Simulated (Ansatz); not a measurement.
FeS$_{2}$:
```yaml
crystal:
  lattice:
    - [4.43877, 0.00000, 0.00000]
    - [0.00000, 5.40953, 0.00000]
    - [0.00000, 0.00000, 3.38957]
  atoms:
    - { symbol: Fe, position: [0.00000, 0.00000, 0.00000] }
    - { symbol: Fe, position: [0.50000, 0.50000, 0.50000] }
    - { symbol: S, position: [0.20626, 0.37517, 0.00000] }
    - { symbol: S, position: [0.79374, 0.62483, 0.00000] }
    - { symbol: S, position: [0.70626, 0.12483, 0.50000] }
    - { symbol: S, position: [0.29374, 0.87517, 0.50000] }
```

Relaxed with PBE.

### Question
Give the optical modes at the zone centre with their infrared and Raman activity from DFPT, the program Ansatz at the PBE level (PAW).

### Answer
Transverse frequencies, without the LO–TO term; a row sums one degenerate level.

```tsv
ω (cm⁻¹)	degeneracy	IR ((D/Å)²/amu)	Raman (Å⁴/amu)	activity	symmetry
202	1	0.00	0	silent	Au
248	1	0.01	0	IR	B2u
287	1	4.66	0	IR	B3u
304	1	0.00	2400	Raman	Ag
317	1	5.85	0	IR	B2u
320	1	0.00	4.5	Raman	B3g
322	1	0.00	18	Raman	B2g
362	1	6.92	0	IR	B3u
365	1	0.00	0	silent	Au
366	1	22.72	0	IR	B3u
377	1	0.00	2900	Raman	Ag
378	1	0.00	0	silent	B1g
390	1	36.79	0	IR	B2u
398	1	21.76	0	IR	B1u
456	1	0.00	890	Raman	B1g
```

### Question
How high does the top mode go among those that the LO–TO term moves?

### Answer
414 cm⁻¹ for q along x, 451 cm⁻¹ for q along y, 435 cm⁻¹ for q along z.

Space group Pnnm. Symmetry was held in the PBE relaxation; phonons on a q-mesh show no instability. The workflow began spin-polarised and lost its moments.

Potentials: the later of the program's two PAW sets.
